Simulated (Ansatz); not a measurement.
Mg₅CdSe₆: vibrational free energy, entropy and heat capacity

Computed with DFT PBE, scalar-relativistic, plane waves, PAW in Ansatz 0.2.0. Settings: 420 eV plane-wave cutoff, Γ-centred 6×6×2 mesh, fixed occupations. No spin polarisation. Phonons by linear response, acoustic sum rule imposed.

Relaxed structure:
```
Mg Cd Se
1.0
     4.26536    0.00000    0.00000
    -2.13268    3.69391    0.00000
     0.00000    0.00000   20.86653
Mg Cd Se
5 1 6
Direct
  0.33333 0.66667 0.00130
  0.00000 0.00000 0.16639
  0.66667 0.33333 0.33150
  0.33333 0.66667 0.49634
  0.66667 0.33333 0.83609
  0.00000 0.00000 0.66816
  0.33333 0.66667 0.12575
  0.00000 0.00000 0.29084
  0.66667 0.33333 0.45596
  0.33333 0.66667 0.62068
  0.00000 0.00000 0.79634
  0.66667 0.33333 0.96064
```

The cell was found from a structure generator's guess, not taken from experiment. The q mesh is coarse, so values between its points are rough. The run warned that its linear response isn't converged on this k mesh, so dielectric tensors, Born charges and infrared intensities are rough, and the frequencies may be too. Modes under 40 cm⁻¹ are poorly fixed.

Force constants from linear response on a 2×2×1 q mesh, interpolated to a fine mesh.

Problem. What is the zero-point energy per atom?

Solution. 31.8 meV.

Problem. How large are the vibrational entropy and heat capacity at 300 K?

Solution. S = 4.26 k_B and C_V = 2.80 k_B per atom, 93 % of the Dulong–Petit value.

Problem. Tabulate them against temperature.

Solution.
```
T (K)  F_vib (meV/atom)  S (k_B/atom)  C_V (k_B/atom)
  100              26.0          1.59            1.85
  200               5.2          3.16            2.59
  300             -27.0          4.26            2.80
  400             -67.4          5.07            2.88
  500            -114.0          5.72            2.92
  600            -165.7          6.26            2.95
  700            -221.6          6.71            2.96
  800            -281.2          7.11            2.97
  900            -344.0          7.46            2.98
 1000            -409.7          7.77            2.98
```
